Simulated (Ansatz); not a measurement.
Ni:
```
Ni
1.0
    0.00000     1.73476     1.73476
    1.73476     0.00000     1.73476
    1.73476     1.73476     0.00000
Ni
1
Cartesian
  0.00000   0.00000   0.00000
```
Starting moments (μB, in the order of the atoms Ni): 0.8.

Relaxed with r²SCAN+D4 (plane waves, PAW; program Ansatz). Indices refer to the conventional cell of Fm-3m, a = b = c = 3.470 Å, α = β = γ = 90.00°.

### Question
Simulate the powder diffraction pattern (Cu Kα, λ = 1.54184 Å; lines above 1 %) up to 2θ = 90°.

### Answer
Simulated powder pattern, Cu Kα, λ = 1.54184 Å (kinematic, ideal powder, no thermal factors, no anomalous dispersion; the 30 strongest lines at most, above 1 %, up to 2θ = 90°):

| 2θ (°) | d (Å) | I/Imax (%) | hkl |
|---|---|---|---|
| 45.27 | 2.003 | 100 | (111) |
| 52.77 | 1.735 | 46 | (200) |
| 77.87 | 1.227 | 26 | (220) |

The cell was relaxed with r²SCAN+D4 under the symmetry of its start. The final state is ferromagnetic, chosen from 3 collinear starts compared on coarse meshes (ties went to the first, and starts can fall back to one state), not a proven ground state. Textbook magnetic order: ferromagnetic. Other orbital occupations within this spin state were not tried. For itinerant 3d metals, meta-GGAs of the SCAN family and hybrids are commonly reported to give too large moments. The pairwise dispersion correction was not fitted to metals.

Potentials: the earlier of the program's two PAW sets.
